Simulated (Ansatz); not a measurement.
Y₄Ga₁₂Pt:
```xyz
17
Lattice="-4.2869 4.2869 4.2869 4.2869 -4.2869 4.2869 4.2869 4.2869 -4.2869" Properties=species:S:1:pos:R:3 pbc="T T T"
Y      2.1434     2.1434     2.1434
Y     -2.1434     2.1434     2.1434
Y      2.1434     2.1434    -2.1434
Y      2.1434    -2.1434     2.1434
Ga     2.5558     0.0000     0.0000
Ga     6.0180     0.0000     0.0000
Ga     0.0000     2.5558     0.0000
Ga     0.0000     6.0180     0.0000
Ga     0.0000     0.0000     2.5558
Ga     0.0000     0.0000     6.0180
Ga     0.0000     2.1434     4.2869
Ga     4.2869     2.1434     0.0000
Ga     2.1434     4.2869     0.0000
Ga     2.1434     0.0000     4.2869
Ga     4.2869     0.0000     2.1434
Ga     0.0000     4.2869     2.1434
Pt     0.0000     0.0000     0.0000
```

Relaxed with r²SCAN. Special points in fractions of this cell's reciprocal vectors: Γ (0.000, 0.000, 0.000); H (0.500, -0.500, 0.500); N (0.000, 0.000, 0.500); P (0.250, 0.250, 0.250).

### Question
List the band energies nearest the Fermi level at these points for the program Ansatz at the r²SCAN level (PAW).

### Answer
In eV from the Fermi level; about four levels below and three above (degenerate sets whole), none deeper than 8.9 eV; points with the same levels are listed once.

```
k                                below                above
-  -----------------------------------  -------------------
Γ  -2.13 -2.13 -2.13 -1.22 -1.22 -1.22       0.61 0.61 0.61
H        -1.34 -1.34 -1.34 -0.35 -0.35       0.55 0.55 0.55
N              -1.22 -1.21 -1.18 -0.81       0.10 0.33 1.22
P        -1.42 -1.42 -0.63 -0.63 -0.63  1.11 1.19 1.19 1.19
```

Space group Im-3m. The first step of the workflow began from a Materials Project structure, measured or hypothetical; the Crystallography Open Database copy checked does not list it. Its standing as an ambient phase is unchecked. Symmetry was held in the r²SCAN relaxation; its stability against distortions is not shown here. The run is not spin-polarised. Spin–orbit coupling is left out wherever it is not named.

Potentials: the later of the program's two PAW sets.
